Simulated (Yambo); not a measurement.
BSE-type run in Yambo on CdS (zinc blende, space group F-43m, No. 216), at zero momentum.

Quantum ESPRESSO step (LDA, PseudoDojo standard norm-conserving files, scalar-relativistic):
```
&CONTROL
  calculation = 'nscf'
  pseudo_dir = './pseudo'
  outdir = './out'
/
&SYSTEM
  ibrav = 0
  nat = 2
  ntyp = 2
  ecutwfc = 102.0
  ecutrho = 408.0
  occupations = 'fixed'
  force_symmorphic = .true.
  nbnd = 35
/
&ELECTRONS
  conv_thr = 2e-09
  diago_full_acc = .true.
  diago_thr_init = 1e-08
/
ATOMIC_SPECIES
S 32.0600 S.upf
Cd 112.4140 Cd.upf
CELL_PARAMETERS angstrom
  0.000000000000   2.879109087000   2.879109087000
  2.879109087000   0.000000000000   2.879109087000
  2.879109087000   2.879109087000   0.000000000000
ATOMIC_POSITIONS crystal
S   0.750000000000   0.750000000000   0.750000000000
Cd   0.000000000000   0.000000000000   0.000000000000
K_POINTS automatic
8 8 8 0 0 0
```

Yambo input:
```
rim_cut
optics
bse
bss
dipoles
RandQpts= 1000000
RandGvec= 1 Ry
FFTGvecs= 40 Ry
BSKmod= "HARTREE"
BSEmod= "resonant"
BSSmod= "hs"
BSENGexx= 15 Ry
% KfnQP_E
 1.326 | 1.0 | 1.0 |
%
% BSEQptR
 1 | 1 |
%
% BSEBands
 11 | 17 |
%
% BEnRange
 0.0 | 10.6 | eV
%
% BDmRange
 0.15 | 0.15 | eV
%
BEnSteps= 212
% BLongDir
 1.0 | 0.0 | 0.0 |
%
BSHayTrs= -0.02
BSSNEig= 24
WRbsWF
```

From the report:

The dimension is k points × valence × conduction bands = 512 × 3 × 4 = 6144.
```
  [SLEPC] Approach                          : Krylov-Schur
  [SLEPC] Number of requested eigenvalues   :  24
  [SLEPC] Number of eigenvalues        [NEV]:  24
   [K] Dimension                                    :   6144
   [K] Bands                                        :  11  17
   [K] Exchange res                                 : yes
   [K] Correlation res                              : no
   [K] W interaction is bare                        : no
   [K] RL vectors exchange                          :   339
```

Spin-orbit coupling is not included.

Geometry relaxed with LDA.
